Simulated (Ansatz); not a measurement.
Relaxation of a generated trial cell of Cs in the AFLOW prototype A_hR1_166_a (A10, as in Hg); 1 atom in the cell, which starts as R-3m, hexagonal axes (No. 166), hR1; a = 5.838 Å, b = 5.838 Å, c = 11.252 Å, α = 90.00°, β = 90.00°, γ = 120.00°. Calculation: PBEsol (plane waves to 420 eV, PAW, scalar-relativistic; Ansatz, an electronic-structure program). Γ-centred k-mesh 7×7×7 on the run's cell (coarser than for final values), Fermi–Dirac smearing 0.05 eV. This is the first round of the run. 

The optimiser's lines from the output (shortened; P is positive under compression):

```
relax step   1: F+E_penalty+E_count = -5585.89982538 eV  Δ(F+E_penalty+E_count) = +0.000e0 eV  max|allowed force component| = 0.000e0 eV/Å  Δτ_max = 0.0000 Å  P = +0.024 GPa  Ω = 110.723 Å³  (7 SCF iters, dr2 threshold 1.00e-7 eV, accepted)
relax step   2: F+E_penalty+E_count = -5585.90201596 eV  Δ(F+E_penalty+E_count) = -2.191e-3 eV  max|allowed force component| = 0.000e0 eV/Å  Δτ_max = 0.0000 Å  P = +0.018 GPa  Ω = 110.807 Å³  (3 SCF iters, dr2 threshold 1.00e-7 eV, accepted)
relax step   3: F+E_penalty+E_count = -5585.91733682 eV  Δ(F+E_penalty+E_count) = -1.532e-2 eV  max|allowed force component| = 0.000e0 eV/Å  Δτ_max = 0.0000 Å  P = -0.013 GPa  Ω = 110.897 Å³  (4 SCF iters, dr2 threshold 1.00e-7 eV, accepted)
relax step   4: F+E_penalty+E_count = -5585.93036226 eV  Δ(F+E_penalty+E_count) = -1.303e-2 eV  max|allowed force component| = 0.000e0 eV/Å  Δτ_max = 0.0000 Å  P = -0.023 GPa  Ω = 110.107 Å³  (3 SCF iters, dr2 threshold 1.00e-7 eV, accepted)
relax step   5: F+E_penalty+E_count = -5585.93684808 eV  Δ(F+E_penalty+E_count) = -6.486e-3 eV  max|allowed force component| = 0.000e0 eV/Å  Δτ_max = 0.0000 Å  P = -0.008 GPa  Ω = 108.554 Å³  (3 SCF iters, dr2 threshold 8.57e-8 eV, accepted)
relax step   6: F+E_penalty+E_count = -5585.93697779 eV  Δ(F+E_penalty+E_count) = -1.297e-4 eV  max|allowed force component| = 0.000e0 eV/Å  Δτ_max = 0.0000 Å  P = -0.001 GPa  Ω = 108.131 Å³  (4 SCF iters, dr2 threshold 1.48e-9 eV, accepted)
relax step   7: F+E_penalty+E_count = -5585.93698587 eV  Δ(F+E_penalty+E_count) = -8.077e-6 eV  max|allowed force component| = 0.000e0 eV/Å  Δτ_max = 0.0000 Å  P = +0.001 GPa  Ω = 108.007 Å³  (5 SCF iters, accepted)
relax step   8: F+E_penalty+E_count = -5585.93726283 eV  Δ(F+E_penalty+E_count) = -2.770e-4 eV  max|allowed force component| = 0.000e0 eV/Å  Δτ_max = 0.0000 Å  P = +0.007 GPa  Ω = 108.007 Å³  stress off target by 1.70e-2 GPa  SCF on the basis re-selected at this cell (its energy is not comparable with the rows above)  (5 SCF iters)
```

From the first to the last row the energy changes by -0.04 eV/atom and the volume by -2.5 %. The last row is marked as not comparable with the walk above it, whose basis was carried along; it does compare with step 1, since both stand on a basis selected at the nominal cutoff for their own cell.

Later rounds, restarted from the end of this one on a renewed k-mesh, logged 4 more steps and released under 0.01 eV/atom more. The final structure after all rounds: Fm-3m (No. 225), cF4, fcc (Cu type); a = b = c = 7.5784 Å, α = β = γ = 90.00°. Between re-selections the logged energies stand on a plane-wave basis carried along with the cell. No spin polarisation in the result.

The run could not lose the symmetry of its start.

The relaxed structure has the type that Cs is known to take under pressure; here it was relaxed at zero pressure, from a generated start.
